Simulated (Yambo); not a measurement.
Yambo run on a free-standing SnS2 monolayer (symmetry P-3m1, slab cell 15.9 Å high). The wavefunctions come from this Quantum ESPRESSO step (PBE, PseudoDojo stringent norm-conserving files, scalar-relativistic):

```
&CONTROL
  calculation = 'nscf'
  pseudo_dir = './pseudo'
  outdir = './out'
/
&SYSTEM
  ibrav = 0
  nat = 3
  ntyp = 2
  ecutwfc = 102.0
  ecutrho = 408.0
  occupations = 'fixed'
  force_symmorphic = .true.
  nbnd = 127
  assume_isolated = '2D'
/
&ELECTRONS
  conv_thr = 3.0000000000000004e-09
  diago_full_acc = .true.
  diago_thr_init = 1e-08
/
ATOMIC_SPECIES
S 32.0600 S.upf
Sn 118.7100 Sn.upf
CELL_PARAMETERS angstrom
  3.665108972264   0.000000000000   0.000000000000
 -1.832554486132   3.174077477619   0.000000000000
  0.000000000000   0.000000000000  15.900000000000
ATOMIC_POSITIONS crystal
S   0.666666667000   0.333333333000  -0.093320115600
S   0.333333333667   0.666666666333   0.093320115600
Sn   0.000000000333   0.000000000000   0.000000000000
K_POINTS automatic
6 6 1 0 0 0
```

Yambo input:

```
rim_cut
gw0
dyson
el_el_corr
HF_and_locXC
ppa
em1d
rim_w
RandQpts= 1000000
RandGvec= 2 Ry
CUTGeo= "slab z"
EXXRLvcs= 102 Ry
VXCRLvcs= 408 Ry
Chimod= "HARTREE"
% BndsRnXp
 5 | 125 |
%
NGsBlkXp= 6 Ry
% LongDrXp
 1.0 | 1.0 | 0.0 |
%
RandGvecW= 1000 mRy
PPAPntXp= 27.2114 eV
% GbndRnge
 1 | 125 |
%
GTermKind= "BG"
DysSolver= "n"
ExtendOut
% QPkrange
 1 | 1 | 17 | 18 |
 2 | 2 | 17 | 18 |
 4 | 4 | 17 | 18 |
 7 | 7 | 17 | 18 |
%
```

k points by index: 1 = Γ, 2 = (0, 0.167), 4 = M, 7 = K.

Resulting energies as the program prints them:

```
#    K-point    Band    Eo [eV]    E [eV]    E-Eo [eV]    Vxc [eV]    Vnlxc [eV]    Sc|Eo [eV]    Sc|E [eV]    dSc/dw|Eo [eV]    Re(Z)    Im(Z)
#
    1    17    -0.088431    -0.787214    -0.698784    -13.63831    -16.09449    1.537092    1.757392    -8.576360    0.760347    -0.002460
    1    18    2.436799    3.256593    0.819794    -12.75779    -9.138586    -2.581878    -2.799409    -7.219000    0.790325    -0.002170
    2    17    0.000000    -0.704115    -0.704115    -13.56826    -16.04748    1.552806    1.775109    -8.588837    0.760082    -0.002421
    2    18    2.953612    3.866462    0.912850    -13.54886    -9.654692    -2.722125    -2.981317    -7.724780    0.778882    -0.002273
    4    17    -0.258509    -1.004699    -0.746190    -13.39752    -16.04089    1.660292    1.897181    -8.636351    0.759075    -0.002425
    4    18    1.574189    2.388592    0.814403    -12.45060    -8.997954    -2.416483    -2.638240    -7.407964    0.786010    -0.002270
    7    17    -0.645288    -1.497820    -0.852532    -12.78196    -15.83114    1.922921    2.196651    -8.734579    0.756999    -0.002562
    7    18    2.661047    3.595589    0.934542    -13.13094    -9.233941    -2.697279    -2.962457    -7.721227    0.778968    -0.734418E-4
```
(The two width columns are left out.) Convergence of these settings isn't established.

Spin-orbit coupling is not included.

Geometry relaxed with PBE+D3(BJ).
